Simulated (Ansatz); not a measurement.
C:
```
C
1.0
    0.00000     4.81703     4.81703
    4.81703     0.00000     4.81703
    4.81703     4.81703     0.00000
C
10
Cartesian
  0.00000   0.00000   0.00000
  2.40851   2.40851   2.40851
  0.85570   0.85570   0.85570
  1.55281   1.55281   1.55281
  0.85570   3.96133   3.96133
  1.55281   3.26421   3.26421
  3.96133   0.85570   3.96133
  3.26421   1.55281   3.26421
  3.96133   3.96133   0.85570
  3.26421   3.26421   1.55281
```

Relaxed with PBE. Special points in fractions of this cell's reciprocal vectors: Γ (0.000, 0.000, 0.000); X (0.500, 0.000, 0.500); U (0.625, 0.250, 0.625); K (0.375, 0.375, 0.750); L (0.500, 0.500, 0.500); W (0.500, 0.250, 0.750).

List the band energies nearest the valence-band maximum at these points for plane-wave PAW PBE (Ansatz code).

In eV from the valence-band maximum; about four levels below and three above (degenerate sets whole), none deeper than 8.9 eV; points with the same levels are listed once.

```tsv
k	below	above
Γ	-1.13 -1.13 -1.13 0.00 0.00 0.00	4.76 4.76 5.11 5.11 5.11
X	-0.69 -0.69 -0.37 -0.37	4.83 4.83 5.53 5.53
U	-0.72 -0.51 -0.49 -0.32	4.69 4.86 5.40
L	-0.96 -0.96 -0.95 -0.61 -0.61 0.00	4.69 4.97 4.97
W	-0.60 -0.60 -0.41 -0.41	4.73 4.73 5.82 5.82
```

Space group Fd-3m. The start of the workflow was typed in or built on a structure type. Its sites differ from those of the usual phase in this space group: another stacking or structure type. The cell was relaxed with PBE under the symmetry of its start; whether a distortion lowers the energy is not shown.

Potentials: the later of the program's two PAW sets.
